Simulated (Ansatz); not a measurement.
Ru, DFT, LDA, PAW with Ansatz's default frozen-core files, scalar-relativistic (Ansatz 0.2.0), run on 1 thread of Arm Neoverse V1 on a shared host.

The structure comes from a relaxation in the same program, started in the hcp type, and has space group P6_3/mmc. Whether it is a known phase or the ground state wasn't checked.

Command: `ansatz run input.yaml --threads 1 --pin off --max-ram 2048MiB --backend cpu --events-out ev --progress --plain --runs-dir out`

```yaml
crystal:
  lattice:
    - [2.7226196171, 0.0, 0.0]
    - [-1.3613098085, 2.3578577533, 0.0]
    - [0.0, 0.0, 4.288497568]
  atoms:
    - { symbol: Ru, position: [0.3333333333, 0.6666666667, 0.25] }
    - { symbol: Ru, position: [0.6666666667, 0.3333333333, 0.75] }
kpoints:
  mp_grid: { grid: [16, 16, 9] }
  band_path:
    path:
      - [0.0, 0.0, 0.0]
      - [0.5, 0.0, 0.0]
      - [0.3333333333, 0.3333333333, 0.0]
      - [0.0, 0.0, 0.0]
      - [0.0, 0.0, 0.5]
      - [0.5, 0.0, 0.5]
      - [0.3333333333, 0.3333333333, 0.5]
      - [0.0, 0.0, 0.5]
      - [0.5, 0.0, 0.5]
    npoints: 5
scf:
  occupations: { method: fermi_dirac, width: 0.05 }
hamiltonian:
  xc: lda
  pseudopotentials: { kind: paw }
output:
  forces: true
  stress: true
  eigenvalues: true
  efg: { contact_densities: true }
  write_density: true
  write_potential: true
  elf: true
  volumetric_format: npy
```

(1) How large is the problem that the program sets up?

(2) About how long does it take, and how much memory does it use?

(3) And the same cell and mesh by full-potential LAPW, asked for forces, stress, eigenvalues and the same band path, on the same hardware?

## Answers

(1) 150 irreducible k-points, 537 plane waves at Γ, 20 bands.

(2) 6.2 s of wall time for 6 SCF iterations, with a peak of 0.37 GiB. Times on shared machines scatter by tens of per cent.

(3) 57 s, peak memory 0.6 GiB.
